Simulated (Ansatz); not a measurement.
Y2In:
```
CELL_PARAMETERS angstrom
      5.39213     0.00000     0.00000
     -2.69606     4.66972     0.00000
      0.00000     0.00000     6.77480
ATOMIC_POSITIONS crystal
  Y  0.33333 0.66667 0.75000
  Y  0.66667 0.33333 0.25000
  In 0.33333 0.66667 0.25000
  In 0.66667 0.33333 0.75000
  Y  0.00000 0.00000 0.00000
  Y  0.00000 0.00000 0.50000
```

Relaxed with r²SCAN. Special points in fractions of this cell's reciprocal vectors: Γ (0.000, 0.000, 0.000); M (0.500, 0.000, 0.000); K (0.333, 0.333, 0.000); A (0.000, 0.000, 0.500); L (0.500, 0.000, 0.500); H (0.333, 0.333, 0.500).

Question: List the band energies nearest the Fermi level at these points for the program Ansatz at the r²SCAN level (PAW).

Answer: In eV from the Fermi level; about four levels below and three above (degenerate sets whole), none deeper than 8.9 eV; points with the same levels are listed once.

| k | below | above |
|---|---|---|
| Γ | -0.34 -0.34 -0.03 -0.03 | 1.93 2.34 2.34 |
| M | -1.29 -1.29 -1.19 -0.98 -0.93 | 0.21 0.46 0.86 |
| K | -1.19 -1.19 -0.78 -0.07 | 0.07 0.54 0.54 |
| A | -1.78 -1.78 -1.78 -1.78 -1.48 -1.48 | 0.12 0.12 0.12 0.12 |
| L | -1.32 -1.32 -1.03 -1.03 | 0.12 0.12 0.44 0.44 |
| H | -2.33 -2.33 -1.02 -1.02 | 0.43 0.43 0.56 0.56 |

Space group P6_3/mmc. The workflow started from an entry of the Crystallography Open Database (COD). Whether it is the stable phase at ambient conditions was not checked. Symmetry was held in the r²SCAN relaxation; its stability against distortions is not shown here. The run is not spin-polarised. Spin–orbit coupling is left out wherever it is not named.

Potentials: the later of the program's two PAW sets.
